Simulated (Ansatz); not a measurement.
**Eu2Si4Pd3Au: what a change of scf.occupations.method, scf.occupations.width does**

Level of theory: PBEsol, collinear spin, scalar-relativistic; Ansatz, plane waves to 420 eV (PAW set soft_2), k-mesh 8×8×4. These are the settings of the reference run.

Cell:

```cif
data_structure
_symmetry_space_group_name_H-M 'P 1'
_symmetry_Int_Tables_number 1
_cell_length_a 4.1990
_cell_length_b 4.1990
_cell_length_c 9.9624
_cell_angle_alpha 90.000
_cell_angle_beta 90.000
_cell_angle_gamma 90.000
_cell_volume 175.65
loop_
_atom_site_label
_atom_site_type_symbol
_atom_site_fract_x
_atom_site_fract_y
_atom_site_fract_z
_atom_site_occupancy
Au1 Au 0.50000 0.50000 0.00000 1
Eu1 Eu 0.50000 0.00000 0.74856 1
Eu2 Eu 0.00000 0.50000 0.25144 1
Pd1 Pd 0.00000 0.00000 0.50000 1
Pd2 Pd 0.00000 0.00000 0.00000 1
Pd3 Pd 0.50000 0.50000 0.50000 1
Si1 Si 0.00000 0.50000 0.86386 1
Si2 Si 0.50000 0.00000 0.37286 1
Si3 Si 0.50000 0.00000 0.13614 1
Si4 Si 0.00000 0.50000 0.62714 1
```

The reference run of this cell is solved again as a single point with these keys changed:

| key | reference run | changed run |
| --- | --- | --- |
| scf.occupations.method | gaussian | methfessel_paxton |
| scf.occupations.width | 0.05 | 0.15 |

How far do the results move?



| quantity | reference run | changed run |
| --- | --- | --- |
| energy, changed less reference (meV an atom) | 0 | 0.0 |
| pressure (GPa) | 0.0 | 0.0 |
| largest force (eV/Å) | 0.00 | 0.00 |
| gap on the mesh (eV) | 0.00 | 0.00 |
| moment of the cell (μB) | 13.55 | 13.55 |

The results hardly move, so these settings together matter little here. It took 26 iterations.

Caveats: the reference run: 4f shell without a U, which puts 4f levels too near the Fermi level; the reference run: open f or d shells may hold a state above the lowest; a single point, atoms not relaxed again.
